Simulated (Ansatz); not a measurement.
Mo2N:
Space group I4₁/amd, origin choice 1 (No. 141); a = 4.254 Å, b = 4.254 Å, c = 7.928 Å, α = 90.00°, β = 90.00°, γ = 90.00°

| atom | site | symmetry | x | y | z |
|---|---|---|---|---|---|
| Mo | 8e | 2mm. | 0.0000 | 0.0000 | 0.2364 |
| N | 4b | -4m2 | 0.0000 | 0.0000 | 0.5000 |
(The calculation used a cell of 6 atoms; values per cell refer to that cell.)

Relaxed with r²SCAN.

Task: Tabulate the valence density and the electron localisation function along the shortest Mo–N contact (2.09 Å), r²SCAN (plane waves, PAW; program Ansatz).

Result: 

| distance from Mo (Å) | density (e/Å³) | ELF |
|---|---|---|
| 0.21 | 6.48 | 0.43 |
| 0.31 | 6.38 | 0.59 |
| 0.42 | 5.76 | 0.68 |
| 0.52 | 4.67 | 0.71 |
| 0.63 | 3.38 | 0.66 |
| 0.73 | 2.21 | 0.54 |
| 0.84 | 1.36 | 0.35 |
| 0.94 | 0.88 | 0.22 |
| 1.04 | 0.71 | 0.20 |
| 1.15 | 0.72 | 0.34 |
| 1.25 | 0.86 | 0.58 |
| 1.36 | 1.14 | 0.75 |
| 1.46 | 1.57 | 0.80 |
| 1.57 | 2.17 | 0.77 |
| 1.67 | 2.83 | 0.66 |
| 1.78 | 3.32 | 0.44 |
| 1.88 | 3.52 | 0.19 |

The density is the valence pseudo-density with augmentation charge, so density and ELF within about 1 Å of a nucleus are not all-electron values.

Space group I4_1/amd (anti-anatase). The first step of the workflow began from a Materials Project structure, measured or hypothetical; the Crystallography Open Database files this formula in space group No. 141, but the cells were not matched. Whether it is the stable phase at ambient conditions was not checked. The cell was relaxed with r²SCAN under the symmetry of its start; whether a distortion lowers the energy is not shown. The run is not spin-polarised.

Potentials: the later of the program's two PAW sets.
